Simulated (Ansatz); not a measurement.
# Fixed-spin-moment curve of V (Im-3m)

```
V
1.0
    -1.51435    1.51435    1.51435
     1.51435   -1.51435    1.51435
     1.51435    1.51435   -1.51435
V
1
Direct
  0.00000 0.00000 0.00000
```

The source of the geometry is a structure as deposited in COD; atoms and cell stay fixed.

Settings: LDA, 15×15×15 k mesh, Fermi–Dirac smearing of 0.08 eV. PAW means Ansatz 0.2.0 on its default frozen-core files; LAPW is all-electron LAPW in Ansatz 0.2.0. Site moments are integrated in spheres about the atoms, whose radii differ between the methods. Start moments of the first PAW run (μB): V 2.

The total moment M of the cell is held by giving each spin its own Fermi level. Half their difference over μB is the field that would hold M, so μB·B = dF/dM. Energies count from each method's free run. The held moment starts spread evenly over V.

The free PAW run: The moments died out: the run ends unmagnetised.

| M (μB/cell) | ΔF PAW (meV/cell) | ΔF LAPW (meV/cell) | B, PAW (T) | largest site moment, PAW (μB) | pressure, PAW (GPa) |
| --- | --- | --- | --- | --- | --- |
| 0.00 | 0.0 | – | – | 0.00 | -17.7 |
| 0.10 | +1.2 | +1.2 | +395 | 0.08 | -17.7 |
| 0.20 | +4.5 | +4.5 | +766 | 0.16 | -17.5 |
| 0.35 | ? | – | +1303 | 0.27 | -17.2 |
| 0.50 | +27.5 | +27.4 | +1958 | 0.39 | -16.7 |
| 0.75 | +71.5 | +71.4 | +4927 | 0.59 | -15.3 |
| 1.00 | +167.0 | +166.9 | +7940 | 0.78 | -12.9 |
| 1.40 | ? | – | +11375 | 1.11 | -7.8 |

**Question.** Fill in "ΔF PAW (meV/cell)" for the row "0.35".

**Answer.** +13.5.

**Question.** Fill in "ΔF PAW (meV/cell)" for the row "1.40".

**Answer.** +393.3.

**Question.** The unpolarised density of states at the Fermi level, averaged over the smearing, is 1.97 states/eV per cell. What Stoner enhancement follows from the smallest held moment?

**Answer.** S = M/(μB·B·N) = 0.10/(0.0229 eV × 1.97/eV) ≈ 2.2, so I·N/2 ≈ 0.55; the Stoner criterion for ferromagnetism asks for 1. On this mesh S is a rough figure.

**Question.** Check μB·B = dF/dM between M = 0.20 and 0.35 μB with the PAW numbers.

**Answer.** ΔF/ΔM = +9.0 meV / 0.15 = +59.8 meV per μB, which is +1033 T with μB = 0.05788 meV/T. The mean of the two holding fields is +1034 T. The slope equals the mean of B over the step, so the two agree where B(M) is nearly straight between its ends, and here they lie within a tenth of each other.

Separate runs put a uniform field on the spins (g = 2):

```json
{"field (T)": "300", "M PAW (μB/cell)": "0.075", "M LAPW (μB/cell)": "0.075"}
{"field (T)": "600", "M PAW (μB/cell)": "0.154", "M LAPW (μB/cell)": "0.155"}
```

The PAW files were made with PBE; the program remakes their cores once for the run's functional and then keeps them frozen. The Ansatz runs typed with the search for lower states off end where their start leads. These are results for the start and cell typed. The real compound can order otherwise, in a larger cell, or not at all, since semilocal functionals at zero temperature often overstate magnetism.
